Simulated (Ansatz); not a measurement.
A relaxation computed with Ansatz, from input to last step.

```yaml
crystal:
  lattice:
    - [3.3499148748, 0.0, 0.0]
    - [0.0, 3.3499148748, 0.0]
    - [0.0, 0.0, 5.1113054865]
  atoms:
    - { symbol: Nb, position: [0.0, 0.5, 0.7] }
    - { symbol: Nb, position: [0.5, 0.0, 0.3] }
    - { symbol: C, position: [0.0, 0.0, 0.0] }
    - { symbol: C, position: [0.5, 0.5, 0.0] }
    - { symbol: C, position: [0.0, 0.5, 0.27] }
    - { symbol: C, position: [0.5, 0.0, 0.73] }
basis:
  ecutwfc: 420
kpoints:
  mp_grid: { grid: [6, 6, 4] }
hamiltonian:
  xc: pbe
scf:
  occupations: { method: gaussian, width: 0.1 }
  lower_state_search: "off"
output:
  forces: true
  stress: true
  eigenvalues: true
relax:
  adjacent_minimum: "off"
  f_tol: 0.04
  max_steps: 70
  cell: { stress_tol: 0.4 }
```

```bash
ansatz run input.yaml --threads 1 --pin off --max-ram 2560MiB --backend cpu --events-out ev --progress --plain --runs-dir out
```

The calculation used DFT PBE, scalar-relativistic, plane waves, PAW in Ansatz 0.2.0.

Of 12 frames 10 are shown, positions in Å and forces in eV/Å; the SCF threshold varies from step to step. Steps run on the plane waves of an earlier cell, with a Pulay correction in the pressure. The basis is chosen afresh for the last frame, the zero of the energies, and at times for earlier ones too; energy and pressure step there, also at an unchanged geometry. Here that happened at step 9 (-31 meV/atom, 2.5 GPa); the frames before carry an error of that size.

```xyz
6
Lattice="3.3499 0.0000 0.0000 0.0000 3.3499 0.0000 0.0000 0.0000 5.1113" Properties=species:S:1:pos:R:3:forces:R:3 pbc="T T T" step=1 free_energy_over_end_meV_per_atom=828.58 pressure_GPa=3.56
Nb    0.0000    1.6750    3.5779    0.0000    0.0000   -0.3587
Nb    1.6750    0.0000    1.5334    0.0000    0.0000    0.3587
C     0.0000    0.0000    0.0000    0.0000    0.0000    0.0000
C     1.6750    1.6750    0.0000    0.0000    0.0000    0.0000
C     0.0000    1.6750    1.3801    0.0000    0.0000    3.0705
C     1.6750    0.0000    3.7313    0.0000    0.0000   -3.0705
6
Lattice="3.2760 0.0000 0.0000 0.0000 3.2760 0.0000 0.0000 0.0000 5.3601" Properties=species:S:1:pos:R:3:forces:R:3 pbc="T T T" step=2 free_energy_over_end_meV_per_atom=566.86 pressure_GPa=2.57
Nb    0.0000    1.6380    3.7601    0.0000    0.0000    0.5182
Nb    1.6380    0.0000    1.6001    0.0000    0.0000   -0.5182
C     0.0000    0.0000    0.0000    0.0000    0.0000    0.0000
C     1.6380    1.6380    0.0000    0.0000    0.0000    0.0000
C     0.0000    1.6380    1.5928    0.0000    0.0000    2.2973
C     1.6380    0.0000    3.7674    0.0000    0.0000   -2.2973
6
Lattice="3.2050 0.0000 0.0000 0.0000 3.2050 0.0000 0.0000 0.0000 5.6094" Properties=species:S:1:pos:R:3:forces:R:3 pbc="T T T" step=3 free_energy_over_end_meV_per_atom=366.14 pressure_GPa=3.60
Nb    0.0000    1.6025    3.9951    0.0000    0.0000    0.5628
Nb    1.6025    0.0000    1.6143    0.0000    0.0000   -0.5628
C     0.0000    0.0000    0.0000    0.0000    0.0000    0.0000
C     1.6025    1.6025    0.0000    0.0000    0.0000    0.0000
C     0.0000    1.6025    1.8328    0.0000    0.0000    1.0869
C     1.6025    0.0000    3.7766    0.0000    0.0000   -1.0869
6
Lattice="3.0666 0.0000 0.0000 0.0000 3.0666 0.0000 0.0000 0.0000 6.1008" Properties=species:S:1:pos:R:3:forces:R:3 pbc="T T T" step=5 free_energy_over_end_meV_per_atom=87.34 pressure_GPa=3.15
Nb    0.0000    1.5333    4.4377    0.0000    0.0000   -0.2424
Nb    1.5333    0.0000    1.6631    0.0000    0.0000    0.2424
C     0.0000    0.0000    0.0000    0.0000    0.0000    0.0000
C     1.5333    1.5333    0.0000    0.0000    0.0000    0.0000
C     0.0000    1.5333    2.1819    0.0000    0.0000    0.2148
C     1.5333    0.0000    3.9189    0.0000    0.0000   -0.2148
6
Lattice="3.0079 0.0000 0.0000 0.0000 3.0079 0.0000 0.0000 0.0000 6.3531" Properties=species:S:1:pos:R:3:forces:R:3 pbc="T T T" step=6 free_energy_over_end_meV_per_atom=42.03 pressure_GPa=0.96
Nb    0.0000    1.5039    4.6172    0.0000    0.0000    0.4905
Nb    1.5039    0.0000    1.7359    0.0000    0.0000   -0.4905
C     0.0000    0.0000    0.0000    0.0000    0.0000    0.0000
C     1.5039    1.5039    0.0000    0.0000    0.0000    0.0000
C     0.0000    1.5039    2.3031    0.0000    0.0000    0.3569
C     1.5039    0.0000    4.0500    0.0000    0.0000   -0.3569
6
Lattice="2.9797 0.0000 0.0000 0.0000 2.9797 0.0000 0.0000 0.0000 6.4895" Properties=species:S:1:pos:R:3:forces:R:3 pbc="T T T" step=7 free_energy_over_end_meV_per_atom=35.87 pressure_GPa=-0.40
Nb    0.0000    1.4898    4.7551    0.0000    0.0000   -0.2733
Nb    1.4898    0.0000    1.7344    0.0000    0.0000    0.2733
C     0.0000    0.0000    0.0000    0.0000    0.0000    0.0000
C     1.4898    1.4898    0.0000    0.0000    0.0000    0.0000
C     0.0000    1.4898    2.4122    0.0000    0.0000   -0.1044
C     1.4898    0.0000    4.0774    0.0000    0.0000    0.1044
6
Lattice="2.9879 0.0000 0.0000 0.0000 2.9879 0.0000 0.0000 0.0000 6.4474" Properties=species:S:1:pos:R:3:forces:R:3 pbc="T T T" step=8 free_energy_over_end_meV_per_atom=34.36 pressure_GPa=-0.03
Nb    0.0000    1.4940    4.7111    0.0000    0.0000   -0.0149
Nb    1.4940    0.0000    1.7363    0.0000    0.0000    0.0149
C     0.0000    0.0000    0.0000    0.0000    0.0000    0.0000
C     1.4940    1.4940    0.0000    0.0000    0.0000    0.0000
C     0.0000    1.4940    2.3809    0.0000    0.0000   -0.0356
C     1.4940    0.0000    4.0665    0.0000    0.0000    0.0356
6
Lattice="2.9790 0.0000 0.0000 0.0000 2.9790 0.0000 0.0000 0.0000 6.5332" Properties=species:S:1:pos:R:3:forces:R:3 pbc="T T T" step=10 free_energy_over_end_meV_per_atom=0.25 pressure_GPa=0.28
Nb    0.0000    1.4895    4.7778    0.0000    0.0000   -0.0045
Nb    1.4895    0.0000    1.7554    0.0000    0.0000    0.0045
C     0.0000    0.0000    0.0000    0.0000    0.0000    0.0000
C     1.4895    1.4895    0.0000    0.0000    0.0000    0.0000
C     0.0000    1.4895    2.4300    0.0000    0.0000   -0.0177
C     1.4895    0.0000    4.1032    0.0000    0.0000    0.0177
6
Lattice="2.9773 0.0000 0.0000 0.0000 2.9773 0.0000 0.0000 0.0000 6.5520" Properties=species:S:1:pos:R:3:forces:R:3 pbc="T T T" step=11 free_energy_over_end_meV_per_atom=0.22 pressure_GPa=-0.16
Nb    0.0000    1.4886    4.7924    0.0000    0.0000    0.0004
Nb    1.4886    0.0000    1.7597    0.0000    0.0000   -0.0004
C     0.0000    0.0000    0.0000    0.0000    0.0000    0.0000
C     1.4886    1.4886    0.0000    0.0000    0.0000    0.0000
C     0.0000    1.4886    2.4367    0.0000    0.0000   -0.0020
C     1.4886    0.0000    4.1154    0.0000    0.0000    0.0020
6
Lattice="2.9773 0.0000 0.0000 0.0000 2.9773 0.0000 0.0000 0.0000 6.5520" Properties=species:S:1:pos:R:3:forces:R:3 pbc="T T T" step=12 free_energy_over_end_meV_per_atom=0.00 pressure_GPa=-0.16
Nb    0.0000    1.4886    4.7924    0.0000    0.0000    0.0007
Nb    1.4886    0.0000    1.7597    0.0000    0.0000   -0.0007
C     0.0000    0.0000    0.0000    0.0000    0.0000    0.0000
C     1.4886    1.4886    0.0000    0.0000    0.0000    0.0000
C     0.0000    1.4886    2.4367    0.0000    0.0000   -0.0018
C     1.4886    0.0000    4.1154    0.0000    0.0000    0.0018
```

The start puts this composition into another compound's structure type, which needn't suit it. At the end the space group is P4/nmm (tolerance 0.05 Å).

The run took 33 s on 1 thread of Arm Neoverse V1, on a shared host, peak memory 0.34 GiB.

The k mesh is coarse.